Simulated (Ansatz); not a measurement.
H$_{4}$NF:
Space group P6₃mc (No. 186); a = b = 4.343 Å, c = 7.035 Å, α = β = 90.00°, γ = 120.00°

```json
[
 {"atom": "H", "site": "6c", "symmetry": ".m.", "x": "0.0677", "y": "0.5338", "z": "0.4246"},
 {"atom": "H", "site": "2b", "symmetry": "3m.", "x": "0.3333", "y": "0.6667", "z": "0.2241"},
 {"atom": "N", "site": "2b", "symmetry": "3m.", "x": "0.3333", "y": "0.6667", "z": "0.3747"},
 {"atom": "F", "site": "2b", "symmetry": "3m.", "x": "0.6667", "y": "0.3333", "z": "0.4977"}
]
```

Relaxed with LDA.

Task: Give the optical modes at the zone centre with their infrared and Raman activity from DFPT, LDA in the plane-wave PAW code Ansatz.

Result: Transverse frequencies, without the LO–TO term; a row sums one degenerate level.

```
ω (cm⁻¹)  degeneracy  IR ((D/Å)²/amu)  Raman (Å⁴/amu)  activity  symmetry
--------  ----------  ---------------  --------------  --------  --------
58                 2             0.00               0    silent        E2
257                1             0.00               0    silent        B1
301                2             0.00             6.6     Raman        E2
310                1             9.00             3.9  IR+Raman        A1
312                2            18.11             2.6  IR+Raman        E1
329                1             0.00               0    silent        B1
600                2             0.00               0    silent        E1
600                1             0.00               0    silent        A2
600                1             0.00               0    silent        B2
651                2             0.00               0    silent        E2
1447               2             0.00            0.11     Raman        E2
1457               1             2.71               0        IR        A1
1466               2             5.15               0        IR        E1
1492               1             0.00               0    silent        B1
1685               2             0.00            0.89     Raman        E2
1709               2             0.02            0.49  IR+Raman        E1
2817               1            97.00             390  IR+Raman        A1
2819               2             0.00             510     Raman        E2
2821               2           195.28             240  IR+Raman        E1
2913               1             0.00               0    silent        B1
2989               1             0.00             640     Raman        A1
3055               1             0.00               0    silent        B1
```

Task: How high does the top mode go among those that the LO–TO term moves?

Result: 2992 cm⁻¹ for q along x, 2992 cm⁻¹ for q along y, 2987 cm⁻¹ for q along z.

Space group P6_3mc. The first step of the workflow began from a Materials Project structure, measured or hypothetical; the Crystallography Open Database files this formula in space group No. 186, but the cells were not matched. Its standing as an ambient phase is unchecked. The LDA relaxation kept the symmetry of its start; phonons on a q-mesh show no instability. A crystal of weakly bound molecules computed without a dispersion correction: the cell and the soft elastic constants depend strongly on that.

Potentials: the later of the program's two PAW sets.
